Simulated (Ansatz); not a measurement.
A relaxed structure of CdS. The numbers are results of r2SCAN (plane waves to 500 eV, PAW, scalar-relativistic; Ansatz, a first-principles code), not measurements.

```
CELL_PARAMETERS angstrom
      4.15950     0.00000     0.00000
     -2.07975     3.60223     0.00000
      0.00000     0.00000    20.34483
ATOMIC_POSITIONS crystal
  Cd 0.00000 0.00000 0.99979
  Cd 0.00000 0.00000 0.49979
  Cd 0.66667 0.33333 0.83329
  Cd 0.33333 0.66667 0.33329
  Cd 0.66667 0.33333 0.16657
  Cd 0.33333 0.66667 0.66657
  S  0.00000 0.00000 0.87461
  S  0.00000 0.00000 0.37461
  S  0.66667 0.33333 0.70807
  S  0.33333 0.66667 0.20807
  S  0.66667 0.33333 0.04136
  S  0.33333 0.66667 0.54136
```

Problem. Find the space group and the Wyckoff positions (tolerance 0.01 Å).

Solution. Space group P6₃mc (No. 186); a = b = 4.160 Å, c = 20.345 Å, α = β = 90.00°, γ = 120.00°

| atom | site | symmetry | x | y | z |
|---|---|---|---|---|---|
| Cd | 2a | 3m. | 0.0000 | 0.0000 | 0.4998 |
| Cd | 2b | 3m. | 0.3333 | 0.6667 | 0.3333 |
| Cd | 2b | 3m. | 0.6667 | 0.3333 | 0.1666 |
| S | 2a | 3m. | 0.0000 | 0.0000 | 0.3746 |
| S | 2b | 3m. | 0.3333 | 0.6667 | 0.2081 |
| S | 2b | 3m. | 0.6667 | 0.3333 | 0.0414 |

This is the AFLOW prototype AB_hP12_186_a2b_a2b (B6, as in SiC).

Problem. Give the shortest distances between elements (the closest pairs, up to four, under 3.6 Å).

Solution. Cd–S 2.54 Å.

- Volume per atom: 25.40 Å³
- Band gap: 1.57 eV, direct at Γ (no spin-orbit coupling)

No spin polarisation in the result.

The run could not lose the symmetry of its start.

The first start was generated by placing the elements on the sites of a structure type. A measured structure of CdS has the same space group, P6₃mc (No. 186); the sites were not compared with it.
